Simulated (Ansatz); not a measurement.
Al3GaN4:
```
CELL_PARAMETERS angstrom
      3.12493     0.00000     0.00000
     -1.56247     2.70627     0.00000
      0.00000     0.00000    10.07324
ATOMIC_POSITIONS crystal
  Ga 0.33333 0.66667 0.00559
  N  0.33333 0.66667 0.20072
  Al 0.66667 0.33333 0.25808
  N  0.66667 0.33333 0.44644
  Al 0.33333 0.66667 0.50485
  N  0.33333 0.66667 0.69311
  Al 0.66667 0.33333 0.75126
  N  0.66667 0.33333 0.93949
```

Relaxed with r²SCAN.

Problem. Give the Bader charges and basin volumes of the independent atoms, plane-wave PAW r²SCAN (Ansatz code).

Solution. 

```tsv
atom	Bader charge (e)	Bader volume (Å³)
Ga1	+1.66	8.9
N2	-2.28	16.4
Al3	+2.48	3.8
N4	-2.48	17.2
Al5	+2.49	3.8
N6	-2.48	17.2
Al7	+2.49	3.8
N8	-1.87	14.0
```

Space group P3m1. The start of the workflow was typed in or built on a structure type; neither database checked (COD, Materials Project) lists it. Its standing as an ambient phase is unchecked. The cell was relaxed with r²SCAN under the symmetry of its start; whether a distortion lowers the energy is not shown.

Potentials: the earlier of the program's two PAW sets. The files were generated under PBE; for other functionals the program regenerates the frozen cores, and for LDA and PBEsol the local potential too.
